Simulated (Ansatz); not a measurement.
SnS in space group Cmcm (No. 63; Sn on 4c, S on 4c) at seven volumes, DFT-PBEsol in the program Ansatz with PAW potentials, shape and atoms relaxed at each. One row is withheld.

```tsv
V (Å³/atom)	P (GPa)
20.991	5.41
21.683	3.19
22.375	?
23.067	-0.02
23.759	-1.10
24.451	-1.85
25.143	-2.30
```

Task: Fit the shown pressures and predict the withheld one.

Result: P = (3/2)B₀(x^(7/2) − x^(5/2))[1 + (3/4)(B′ − 4)(x − 1)] with x = (V₀/V)^(2/3). Least squares on the six rows gives V₀ = 23.050 Å³/atom, B₀ = 39.7 GPa, B′ = 8.50. At V = 22.375, x = 1.0200 and P = 1.34 GPa. The run itself gave 1.40 GPa.

The workflow started from an entry of the Crystallography Open Database (COD, 905 K), which files this formula under 3 space groups. It is not the phase usual at ambient conditions (space group No. 62). The PBEsol relaxation kept the symmetry of its start; its stability against distortions is not shown here. Scalar-relativistic: spin–orbit coupling is off unless named, which matters more the heavier the elements.

Potentials: the later of the program's two PAW sets.
